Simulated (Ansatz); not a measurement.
Given:

TaC:
Space group Fm-3m (No. 225); a = b = c = 4.4754 Å, α = β = γ = 90.00°

```csv
atom,site,symmetry,x,y,z
Ta,4a,m-3m,0.0000,0.0000,0.0000
C,4b,m-3m,0.5000,0.5000,0.5000
```
(The calculation used a cell of 2 atoms; values per cell refer to that cell.)

This is the PBE-relaxed structure.

Task: All from the program Ansatz at the PBE level (PAW), unless another level is named. Predict the electronic character.

Result: metallic (no gap).

Task: Give the formation energy from the elements (no fitted shifts).

Result: -0.60 eV/atom.

Task: And the density of states at the Fermi level?

Result: 0.31 states/eV per atom (mean over ±0.08 eV).

Task: What about the gap with spin–orbit coupling?

Result: none (metallic).

The PBE relaxation kept the symmetry of its start. No spin polarisation was allowed. The references are the lowest solids computed at this level, not always the standard phases. Spin–orbit coupling is left out wherever it is not named.

Potentials: the earlier of the program's two PAW sets.
